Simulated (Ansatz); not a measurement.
One crystal and one scan (energy over volume and axial ratio) at two levels, PBE (plane waves to 420 eV, PAW, scalar-relativistic; Ansatz, a program for electronic structure) and r2SCAN (plane waves to 500 eV, PAW, scalar-relativistic; Ansatz), each from its own relaxed cell and on its own mesh. The cell shown is that of PBE.

CdSe (wurtzite)

```
CELL_PARAMETERS angstrom
      4.38272     0.00000     0.00000
     -2.19136     3.79554     0.00000
      0.00000     0.00000     7.15447
ATOMIC_POSITIONS crystal
  Cd 0.66667 0.33333 0.00047
  Cd 0.33333 0.66667 0.50047
  Se 0.66667 0.33333 0.62473
  Se 0.33333 0.66667 0.12473
```

The relaxed cell is deformed in two ways at once: its volume V is scaled, and at that volume it is stretched along z (the c axis of the conventional cell) so that c/a changes. Fractional atomic positions are held.

Energies are smeared free energies. CdSe was relaxed with its symmetry unable to fall. As the atoms are clamped, bonds stretch with the cell, which overstates energies and stresses. Percentages come from the unrounded values. Both scans cover V/V₀ from 0.960 to 1.040 and (c/a)/(c/a)₀ from 0.920 to 1.080.

Results of PBE:

| Item | Result |
|---|---|
| Lattice constant a (Å) | 4.383 |
| Lattice constant c (Å) | 7.154 |
| Relaxed volume (Å³/atom) | 29.75 |
| Modulus against c/a change at fixed volume, (3/4V)·∂²E/∂(ln c/a)² (fit, atoms clamped) (GPa) | 38 |

### Question
What does r2SCAN give for the same quantities?

### Answer
| quantity | r2SCAN | PBE − r2SCAN |
|---|---|---|
| Lattice constant a (Å) | 4.340 | +0.043 (+1.0 %) |
| Lattice constant c (Å) | 7.078 | +0.076 (+1.1 %) |
| Relaxed volume (Å³/atom) | 28.86 | +0.89 (+3.1 %) |
| Modulus against c/a change at fixed volume, (3/4V)·∂²E/∂(ln c/a)² (fit, atoms clamped) (GPa) | 44 | -6 (-13 %) |

PBE gives the higher value for: lattice constant a; lattice constant c; relaxed volume. PBE gives the lower value for: modulus against c/a change at fixed volume.

(Under strain, the slope of the energy per volume gives the stress and its curvature an elastic modulus.)
